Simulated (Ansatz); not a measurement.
Lu, DFT, PBEsol, PAW with Ansatz's default frozen-core files, scalar-relativistic (Ansatz 0.2.0), run on 1 thread of Arm Neoverse N1 on a shared host.

The cell comes from COD entry 1538083, which wasn't checked; take it as a given geometry. The listed cell was then made from it by scaling, straining or moving an atom.

Command: `ansatz run input.yaml --threads 1 --pin off --max-ram 3072MiB --backend cpu --events-out ev --progress --plain --runs-dir out`

```yaml
crystal:
  lattice:
    - [3.4624620083, 0.0, 0.0]
    - [-1.7312310041, 2.9985800589, 0.0]
    - [0.0, 0.0, 5.4913664532]
  atoms:
    - { symbol: Lu, position: [0.3333333333, 0.6666666667, 0.25] }
    - { symbol: Lu, position: [0.6666666667, 0.3333333333, 0.75] }
kpoints:
  mp_grid: { grid: [13, 13, 8] }
scf:
  occupations: { method: fermi_dirac, width: 0.03 }
hamiltonian:
  xc: pbesol
  pseudopotentials: { kind: paw }
output:
  forces: true
  stress: true
  eigenvalues: true
  efg: { contact_densities: true }
```

Problem. How large is the problem that the program sets up?

Solution. 105 irreducible k-points, 1093 plane waves at Γ, 31 bands.

Problem. Estimate the wall time and the peak memory.

Solution. 26 s of wall time for 9 SCF iterations, with a peak of 0.46 GiB. Times on shared machines scatter by tens of per cent.

Problem. And the same cell and mesh by crystal-made all-electron datasets, asked for forces, stress, eigenvalues, efg, on the same hardware?

Solution. 52 s, peak memory 0.78 GiB.
